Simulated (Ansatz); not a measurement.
Nb:
```
CELL_PARAMETERS angstrom
      0.00000     2.08510     2.08510
      2.08510     0.00000     2.08510
      2.08510     2.08510     0.00000
ATOMIC_POSITIONS crystal
  Nb 0.00000 0.00000 0.00000
```

Relaxed with PBEsol. Special points in fractions of this cell's reciprocal vectors: Γ (0.000, 0.000, 0.000); X (0.500, 0.000, 0.500); U (0.625, 0.250, 0.625); K (0.375, 0.375, 0.750); L (0.500, 0.500, 0.500); W (0.500, 0.250, 0.750).

Task: List the band energies nearest the Fermi level at these points for plane-wave PAW PBEsol (Ansatz code).

Result: In eV from the Fermi level; about four levels below and three above (degenerate sets whole), none deeper than 8.9 eV; … stands for higher levels left out; points with the same levels are listed once.

```tsv
k	below	above
Γ	-6.30	0.08 0.08 0.08
X	-4.26 -3.50	3.79 4.86 …
U	-3.27 -2.31	0.63 2.87 …
L	-3.97 -0.13 -0.13	1.51 …
W	-2.78 -1.15 -1.15	1.93 …
```

Space group Fm-3m (fcc (Cu type)). The workflow started from an entry of the Crystallography Open Database (COD), which files this formula under 2 space groups. It is not the phase usual at ambient conditions (space group No. 229). The cell was relaxed with PBEsol under the symmetry of its start. At this level the phase is mechanically unstable. The run is not spin-polarised. Scalar-relativistic: spin–orbit coupling is off unless named, which matters more the heavier the elements.

Potentials: the earlier of the program's two PAW sets.
